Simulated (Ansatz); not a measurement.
Cu:
```xyz
1
Lattice="-1.4480 1.4480 1.3689 1.4480 -1.4480 1.3689 1.4480 1.4480 -1.3689" Properties=species:S:1:pos:R:3 pbc="T T T"
Cu     0.0000     0.0000     0.0000
```

Relaxed with r²SCAN.

### Question
Map the electron localisation function on the plane through (0.000, 0.000, 0.000) spanned by u = [1, 1, 0] and v = [1, -1, 0] in lattice vectors, from plane-wave PAW r²SCAN (Ansatz code).

### Answer
x is the fraction of u, y of v (the angle between them is 90°; rows are the nearest grid lines); atoms in the plane: Cu at (0.00, 0.00), Cu at (0.50, 0.50).
```
y \ x  0.000  0.0625  0.188  0.250  0.375  0.438  0.562  0.625  0.750  0.812  0.938   1.00
-----  -----  ------  -----  -----  -----  -----  -----  -----  -----  -----  -----  -----
1.00   0.932   0.876  0.342  0.216  0.158  0.204  0.204  0.158  0.216  0.342  0.876  0.932
0.900  0.501   0.439  0.225  0.182  0.178  0.240  0.240  0.178  0.182  0.225  0.439  0.501
0.850  0.247   0.234  0.183  0.167  0.217  0.268  0.268  0.217  0.167  0.183  0.234  0.247
0.750  0.167   0.170  0.200  0.210  0.182  0.170  0.170  0.182  0.210  0.200  0.170  0.167
0.700  0.233   0.237  0.210  0.181  0.171  0.175  0.175  0.171  0.181  0.210  0.237  0.233
0.600  0.276   0.240  0.161  0.182  0.314  0.439  0.439  0.314  0.182  0.161  0.240  0.276
0.550  0.257   0.214  0.167  0.205  0.524  0.768  0.768  0.524  0.205  0.167  0.214  0.257
0.450  0.257   0.214  0.167  0.205  0.524  0.768  0.768  0.524  0.205  0.167  0.214  0.257
0.400  0.276   0.240  0.161  0.182  0.314  0.439  0.439  0.314  0.182  0.161  0.240  0.276
0.300  0.233   0.237  0.210  0.181  0.171  0.175  0.175  0.171  0.181  0.210  0.237  0.233
0.250  0.167   0.170  0.200  0.210  0.182  0.170  0.170  0.182  0.210  0.200  0.170  0.167
0.150  0.247   0.234  0.183  0.167  0.217  0.268  0.268  0.217  0.167  0.183  0.234  0.247
0.100  0.501   0.439  0.225  0.182  0.178  0.240  0.240  0.178  0.182  0.225  0.439  0.501
0.000  0.932   0.876  0.342  0.216  0.158  0.204  0.204  0.158  0.216  0.342  0.876  0.932
```

The density is the valence pseudo-density with augmentation charge, so density and ELF within about 1 Å of a nucleus are not all-electron values.

Space group I4/mmm (body-centred tetragonal). The workflow started from a Materials Project entry (that database holds measured and hypothetical structures alike); the Crystallography Open Database copy checked does not list it. It is not the phase usual at ambient conditions (space group No. 225). The r²SCAN relaxation kept the symmetry of its start. At this level the phase is mechanically unstable. The run is not spin-polarised.

Potentials: the later of the program's two PAW sets.
